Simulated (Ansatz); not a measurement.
One stationary structure of PbS. Space group Fm-3m (No. 225), rock salt type. Calculation: r2SCAN (plane waves to 500 eV, PAW, scalar-relativistic; Ansatz, a program for electronic structure).

Space group Fm-3m (No. 225); a = b = c = 5.9746 Å, α = β = γ = 90.00°

```json
[
 {"atom": "Pb", "site": "4b", "symmetry": "m-3m", "x": "0.5000", "y": "0.5000", "z": "0.5000"},
 {"atom": "S", "site": "4a", "symmetry": "m-3m", "x": "0.0000", "y": "0.0000", "z": "0.0000"}
]
```
(The calculation used a cell of 2 atoms; values per cell refer to that cell.)

Question: Estimate the band gap that r2SCAN returns for this input.

Answer: 0.69 eV, direct at k = (0, 0, -0.5) (no spin-orbit coupling).

No spin polarisation in the result. Without spin-orbit coupling the bands of the heavy element are not split, so the gap can be far off.

It was reached from a disturbed copy of a I4₁/amd (No. 141) cell (AFLOW prototype AB_tI8_141_a_b ("40", as in NbP)), against which it lies -0.36 eV/atom.
